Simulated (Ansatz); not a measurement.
ScIn3, DFT, PBEsol, all-electron LAPW, scalar-relativistic (Ansatz 0.2.0), run on 1 thread of Intel(R) Xeon(R) Platinum 8488C (Sapphire Rapids) on a shared host.

The geometry is COD entry 1539387, unchecked; take it as a test cell. The listed cell was then made from it by scaling, straining or moving an atom.

Command: `ansatz run input.yaml --threads 1 --pin off --max-ram 4096MiB --backend cpu --events-out ev --progress --plain --runs-dir out`

```yaml
crystal:
  lattice:
    - [4.4895372846, 0.0, 0.0]
    - [0.0, 4.4895372846, 0.0]
    - [0.0, 0.0, 4.4895372846]
  atoms:
    - { symbol: Sc, position: [0.0, 0.0, 0.0] }
    - { symbol: In, position: [0.0, 0.5, 0.5] }
    - { symbol: In, position: [0.5, 0.0, 0.5] }
    - { symbol: In, position: [0.5, 0.5, 0.0] }
kpoints:
  mp_grid: { grid: [8, 8, 8] }
  band_path:
    path:
      - [0.0, 0.0, 0.0]
      - [0.0, 0.5, 0.0]
      - [0.5, 0.5, 0.0]
      - [0.0, 0.0, 0.0]
      - [0.5, 0.5, 0.5]
      - [0.0, 0.5, 0.0]
      - [0.5, 0.5, 0.5]
      - [0.5, 0.5, 0.0]
    npoints: 5
scf:
  occupations: { method: fermi_dirac, width: 0.08 }
hamiltonian:
  xc: pbesol
  pseudopotentials: { kind: all_electron, lapw: { basis_error: 0.001 } }
output:
  forces: true
  stress: true
  eigenvalues: true
```

(1) How large is the problem that the program sets up?

(2) About how long does it take, and how much memory does it use?

## Answers

(1) 35 irreducible k-points, 515 plane waves at Γ, 45 bands.

(2) 28 s of wall time for 10 SCF iterations, with a peak of 0.5 GiB. Times on shared machines scatter by tens of per cent.
